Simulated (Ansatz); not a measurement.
Sn, DFT, LDA, all-electron LAPW, scalar-relativistic (Ansatz 0.2.0), run on 1 thread of Arm Neoverse V2 on a shared host.

The cell is COD entry 9008568, as deposited and not checked against the literature; nothing was relaxed. The listed cell was then made from it by scaling, straining or moving an atom.

Command: `ansatz run input.yaml --threads 1 --pin off --max-ram 3072MiB --backend cpu --events-out ev --progress --plain --runs-dir out`

```yaml
crystal:
  lattice:
    - [0.0, 3.21281392, 3.21281392]
    - [3.21281392, 0.0, 3.21281392]
    - [3.21281392, 3.21281392, 0.0]
  atoms:
    - { symbol: Sn, position: [0.5, 0.5, 0.5] }
    - { symbol: Sn, position: [0.75, 0.75, 0.75] }
kpoints:
  mp_grid: { grid: [9, 9, 9] }
scf:
  occupations: { method: fermi_dirac, width: 0.03 }
hamiltonian:
  xc: lda
  pseudopotentials: { kind: all_electron, lapw: { basis_error: 0.00025 } }
output:
  forces: true
  stress: true
  eigenvalues: true
```

(1) How large is the problem that the program sets up?

(2) About how long does it take, and how much memory does it use?

(3) And the same cell and mesh by frozen-core PAW, asked for forces, stress, eigenvalues, efg, write_density, write_potential, elf, on the same hardware?

Results:

(1) 35 irreducible k-points, 749 plane waves at Γ, 27 bands.

(2) 13 s of wall time for 6 SCF iterations, with a peak of 0.36 GiB. Times on shared machines scatter by tens of per cent.

(3) 3.5 s, peak memory 0.36 GiB.
